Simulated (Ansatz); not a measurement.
**Does relaxation matter for the field gradients of SiC with Fe replacing C?**

Start: a supercell of SiC (zinc blende type, F-43m) built from a computed structure from the Materials Project (it need not be an observed phase), with all atoms left at the host's positions.

```
Si Fe C
1.0
     0.00000    6.53099    6.53099
     6.53099    0.00000    6.53099
     6.53099    6.53099    0.00000
Si Fe C
27 1 26
Direct
  0.25000 0.25000 0.25000
  0.25000 0.25000 0.58333
  0.25000 0.25000 0.91667
  0.25000 0.58333 0.25000
  0.25000 0.58333 0.58333
  0.25000 0.58333 0.91667
  0.25000 0.91667 0.25000
  0.25000 0.91667 0.58333
  0.25000 0.91667 0.91667
  0.58333 0.25000 0.25000
  0.58333 0.25000 0.58333
  0.58333 0.25000 0.91667
  0.58333 0.58333 0.25000
  0.58333 0.58333 0.58333
  0.58333 0.58333 0.91667
  0.58333 0.91667 0.25000
  0.58333 0.91667 0.58333
  0.58333 0.91667 0.91667
  0.91667 0.25000 0.25000
  0.91667 0.25000 0.58333
  0.91667 0.25000 0.91667
  0.91667 0.58333 0.25000
  0.91667 0.58333 0.58333
  0.91667 0.58333 0.91667
  0.91667 0.91667 0.25000
  0.91667 0.91667 0.58333
  0.91667 0.91667 0.91667
  0.00000 0.00000 0.00000
  0.00000 0.00000 0.33333
  0.00000 0.00000 0.66667
  0.00000 0.33333 0.00000
  0.00000 0.33333 0.33333
  0.00000 0.33333 0.66667
  0.00000 0.66667 0.00000
  0.00000 0.66667 0.33333
  0.00000 0.66667 0.66667
  0.33333 0.00000 0.00000
  0.33333 0.00000 0.33333
  0.33333 0.00000 0.66667
  0.33333 0.33333 0.00000
  0.33333 0.33333 0.33333
  0.33333 0.33333 0.66667
  0.33333 0.66667 0.00000
  0.33333 0.66667 0.33333
  0.33333 0.66667 0.66667
  0.66667 0.00000 0.00000
  0.66667 0.00000 0.33333
  0.66667 0.00000 0.66667
  0.66667 0.33333 0.00000
  0.66667 0.33333 0.33333
  0.66667 0.33333 0.66667
  0.66667 0.66667 0.00000
  0.66667 0.66667 0.33333
  0.66667 0.66667 0.66667
```

Atom numbers follow the list; atoms alike are taken as one site, whose name carries the number of the first.

Computed with Ansatz: DFT, PBE, plane waves and PAW, scalar-relativistic, collinear spin, 420 eV cutoff, Γ-centred 3×3×3 k-points, Fermi–Dirac smearing 0.01 eV, cell charge -1. Start moments as typed (μB): 5 on each Fe, none on the rest. The program fits them to the shells of the files, so those used differ somewhat.

The largest force at the start is 6.2 eV/Å. Relaxing the ions at fixed cell moves them by 0.196 Å at most (atom 27, Si) and 0.057 Å rms.

| site | atom | moved (Å) | first shell before | first shell after | V_zz before (10²¹ V/m²) | η before |
| --- | --- | --- | --- | --- | --- | --- |
| Si2 | 2 | 0.003 | 4 C at 1.89 Å | 4 C at 1.88 Å | -0.11 | 0.64 |
| Si5 | 5 | 0.001 | 4 C at 1.89 Å | 4 C at 1.89 Å | -0.041 | 0.00 |
| Si9 | 9 | 0.196 | 3 C at 1.89 Å, 1 Fe at 1.89 Å | 3 C at 1.87 Å, 1 Fe at 2.08 Å | -3.46 | 0.00 |
| Si15 | 15 | 0.003 | 4 C at 1.89 Å | 4 C at 1.86–1.88 Å | -0.40 | 0.82 |
| Fe | 28 | 0.000 | 4 Si at 1.89 Å | 4 Si at 2.08 Å | 0.00 | – |
| C29 | 29 | 0.043 | 4 Si at 1.89 Å | 4 Si at 1.86–1.88 Å | 0.31 | 0.25 |
| C32 | 32 | 0.002 | 4 Si at 1.89 Å | 4 Si at 1.88–1.89 Å | 0.034 | 0.00 |
| C36 | 36 | 0.000 | 4 Si at 1.89 Å | 4 Si at 1.88–1.89 Å | 0.020 | 0.00 |
| C42 | 42 | 0.001 | 4 Si at 1.89 Å | 4 Si at 1.88–1.89 Å | -0.011 | 0.44 |

(1) What are V_zz and η after the relaxation?

Results:

(1) 

```
site  atom  V_zz after  η after  change of V_zz
 Si2     2        0.19     0.60               –
 Si5     5       0.056     0.00           +0.10
 Si9     9       -1.92     0.00           +1.54
Si15    15       -0.76     0.09           -0.36
  Fe    28        0.00        –            0.00
 C29    29        0.37     0.14               –
 C32    32       0.078     0.00           +0.04
 C36    36      <0.005        –           -0.02
 C42    42      -0.052     0.76           -0.04
```

The largest change of V_zz along a kept axis is on Si9, from -3.46 to -1.92. In per cent, |V_zz| changes by -45 on Si (all sites that start above 2). Where |V_zz| stays above 0.1 and the axes keep their order, η moves most on Si15, from 0.82 to 0.09. V_zz changes sign on Si5 (same axis). On C29, Si2 the largest principal value lies along another axis in the second run, so the two V_zz can't be compared directly. Other sites without a gradient aren't listed. The electronic state changes along with the positions (absolute moment from 0.7 to 0.2 μB), so the changes aren't those of geometry alone.

The defect repeats with the cell of 54 atoms, so it feels its images: sites between two images don't show the values beside a lone defect, and zeros or small values of η there can come from the images' arrangement. A uniform background compensates the cell's charge. The defect cell has no gap above 0.1 eV on its mesh, so the values can hang on the smearing and the k-mesh. The run lost most of its start moments on Fe; a state with other moments may lie lower.
Before: The cell keeps the host's lattice, where the PBE pressure is 8 GPa (in a charged cell this depends on the convention for the mean potential). The neighbours have not yet relaxed around the defect (largest force 6.2 eV/Å), so the values at and beside it are those of a strained start, not of the defect in a real crystal.
After: The relaxation keeps the site symmetry -43m of the start, so the impurity can't leave its site; a distortion that would localise the partly filled state isn't explored. The cell keeps the host's lattice, where the PBE pressure is 7 GPa (in a charged cell this depends on the convention for the mean potential).
